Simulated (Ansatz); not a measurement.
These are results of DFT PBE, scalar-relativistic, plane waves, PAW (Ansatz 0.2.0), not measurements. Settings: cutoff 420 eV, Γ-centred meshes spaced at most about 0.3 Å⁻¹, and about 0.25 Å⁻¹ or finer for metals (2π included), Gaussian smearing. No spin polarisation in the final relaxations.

These are static total energies at zero pressure.

Two forms of TiGe4Mo were relaxed alike.

A. Space group P4/mmm (No. 123), tetragonal, a = 3.339 Å, c = 8.497 Å. Around Ti lie 10 Ge at 2.75–2.89 Å and 4 Ti at 3.34 Å; around Ge on its first site lie 5 Ge at 2.72–2.78 Å, 4 Mo at 2.72 Å, 1 Ti at 2.89 Å and 4 Ge at 3.34 Å; Ge on its second site is surrounded by 4 Ti at 2.75 Å, 5 Ge at 2.78–2.83 Å, 1 Mo at 2.83 Å and 4 Ge at 3.34 Å; around Mo lie 10 Ge at 2.72–2.83 Å and 4 Mo at 3.34 Å.

B. Space group F222 (No. 22), orthorhombic, a = 4.947 Å, b = 8.700 Å, c = 8.812 Å. Ti has 4 Ge at 2.63 Å, 6 Ge at 2.83–2.97 Å and 4 Mo at 3.33 Å; Ge on its first site is surrounded by 2 Ge at 2.61 Å, 2 Mo at 2.65 Å, 1 Ge at 2.77 Å, 3 Ti at 2.83–2.97 Å, 2 Ge at 2.94 Å and 4 Ge at 3.30–3.36 Å; Ge on its second site has 2 Ge at 2.61 Å, 2 Ti at 2.63 Å, 3 Ge at 2.86–2.89 Å, 3 Mo at 2.86–2.92 Å and 4 Ge at 3.30–3.36 Å; around Mo lie 4 Ge at 2.65 Å, 6 Ge at 2.86–2.92 Å and 4 Ti at 3.33 Å.

Question: Which would you expect to be lower, and how large is the difference?

Answer: B is lower, by 26 meV/atom. A has space group P4/mmm (No. 123), 15.8 Å³/atom and no gap on its mesh; B has space group F222 (No. 22), 15.8 Å³/atom and no gap. B holds Ge–Ge chains (shortest 2.61 Å); in A the shortest Ge–Ge distance is 2.72 Å, near bonding range too. Both come from invented guesses.

Cells relaxed within their symmetry can be saddle points.
